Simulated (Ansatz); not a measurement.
# ScSi2: frozen-core PAW against all-electron methods

```
Sc Si
1.0
     3.58528    0.00000    0.00000
    -1.79264    3.10495    0.00000
     0.00000    0.00000    3.79100
Sc Si
1 2
Direct
  0.00000 0.00000 0.00000
  0.33333 0.66667 0.50000
  0.66667 0.33333 0.50000
```

Atom numbers follow the list: Sc1, Si2, Si3.

The geometry is COD entry 1538810, unchecked; take it as a test cell. The listed cell was then made from it by scaling, straining or moving an atom.

Spin polarisation is left out, and whether a magnetic state lies lower isn't shown here.

Levels of theory: DFT, PBEsol, PAW with Ansatz's default frozen-core files, scalar-relativistic (Ansatz 0.2.0); DFT, PBEsol, all-electron PAW with datasets made for the crystal, scalar-relativistic (Ansatz 0.2.0); DFT, PBEsol, all-electron LAPW, scalar-relativistic (Ansatz 0.2.0).

For PAW: a Γ-centred 13×13×11 k mesh, Fermi–Dirac smearing of 0.05 eV, cutoff 420 eV, no spin polarisation; the PAW files were made with PBE, and the program remakes their frozen cores for this functional. The crystal-made all-electron datasets (AE datasets) take a cutoff of 260 eV at this cell. LAPW targets a basis error of 1 meV/atom. The Ansatz runs share mesh, smearing and spin set-up. Plane-wave (PAW) pressures include the program's estimate of the Pulay term.

Stress and pressure are positive in compression.

The change that made this cell: volume scaled by 0.94.

In a metal, gradients converge slowly with the k mesh: the values move by tens of per cent from one mesh to another, at times in sign, so only the comparison on one mesh counts.

```json
{"quantity": "pressure (GPa)", "PAW": "34.85", "AE datasets": "34.67", "LAPW": "34.68"}
{"quantity": "stress xx (GPa)", "PAW": "50.62", "AE datasets": "50.36", "LAPW": "50.37"}
{"quantity": "stress zz (GPa)", "PAW": "3.31", "AE datasets": "3.28", "LAPW": "3.29"}
{"quantity": "largest principal field gradient Vzz at Si2 (10²¹ V/m²)", "PAW": "1.46", "AE datasets": "1.26", "LAPW": "–"}
```

PAW's pressure differs from the LAPW value by +0.17 GPa. Datasets made for the crystal and LAPW share parts of one code, so their agreement isn't an independent check.
